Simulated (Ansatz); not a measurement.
Al (simple cubic, Pm-3m) at seven volumes, PBE (plane waves, PAW; program Ansatz), scaled uniformly. One row is withheld.

```tsv
V (Å³/atom)	P (GPa)
18.340	6.62
18.945	4.05
19.549	?
20.154	0.00
20.759	-1.59
21.363	-2.95
21.968	-4.11
```

Question: Fit the shown pressures and predict the withheld one.

Answer: P = (3/2)B₀(x^(7/2) − x^(5/2))[1 + (3/4)(B′ − 4)(x − 1)] with x = (V₀/V)^(2/3). Least squares on the six rows gives V₀ = 20.154 Å³/atom, B₀ = 57.3 GPa, B′ = 4.28. At V = 19.549, x = 1.0205 and P = 1.86 GPa. The run itself gave 1.87 GPa.

The start of the workflow was typed in or built on a structure type; neither database checked (COD, Materials Project) lists it. It is not the phase usual at ambient conditions (space group No. 225). Symmetry was held in the PBE relaxation; its stability against distortions is not shown here.

Potentials: the earlier of the program's two PAW sets.
